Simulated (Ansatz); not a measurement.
The start is a relaxed KF cell with every coordinate shifted by Gaussian noise of σ = 0.3 Å. Cell shape, volume and atoms are optimised at zero target pressure with PBEsol (plane waves to 420 eV, PAW, scalar-relativistic; Ansatz, an electronic-structure program). The first steps use a coarse 8×8×8 k-mesh.

The start:
```yaml
crystal:
  lattice:
    - [0.00000, 2.65307, 2.65307]
    - [2.65307, 0.00000, 2.65307]
    - [2.65307, 2.65307, 0.00000]
  atoms:
    - { symbol: F, position: [0.83460, 0.19324, 0.89451] }
    - { symbol: K, position: [0.33444, 0.52304, 0.52984] }
```

Question: What pressure does the first self-consistent step give?

Answer: +5.5 GPa (positive: the cell is compressed).

Question: Is the parent structure recovered?

Answer: The parent structure is recovered, Fm-3m (No. 225).

Question: How do the shortest distances between atoms change?

Answer: The closest pairs of elements (up to four, under 3.6 Å), start → end: F–K 2.23 → 2.65 Å.

Question: Is the relaxed structure metallic? Give its gap.

Answer: 6.15 eV, direct at Γ (no spin-orbit coupling).

Relaxed structure:

```cif
data_F4K4
_chemical_formula_sum 'F4 K4'
_space_group_name_H-M_alt 'Fm-3m'
_space_group_IT_number 225
_space_group_name_Hall '-F 4 2 3'
_cell_length_a 5.30611
_cell_length_b 5.30611
_cell_length_c 5.30611
_cell_angle_alpha 90.000
_cell_angle_beta 90.000
_cell_angle_gamma 90.000
loop_
_atom_site_label
_atom_site_type_symbol
_atom_site_symmetry_multiplicity
_atom_site_Wyckoff_symbol
_atom_site_fract_x
_atom_site_fract_y
_atom_site_fract_z
_atom_site_occupancy
F1 F 4 a 0.00000 0.00000 0.00000 1
K1 K 4 b 0.50000 0.50000 0.50000 1
```
(The calculation used a cell of 2 atoms; values per cell refer to that cell.)

Final values are on a 11×11×11 k-mesh of the relaxed cell. No spin polarisation in the result.
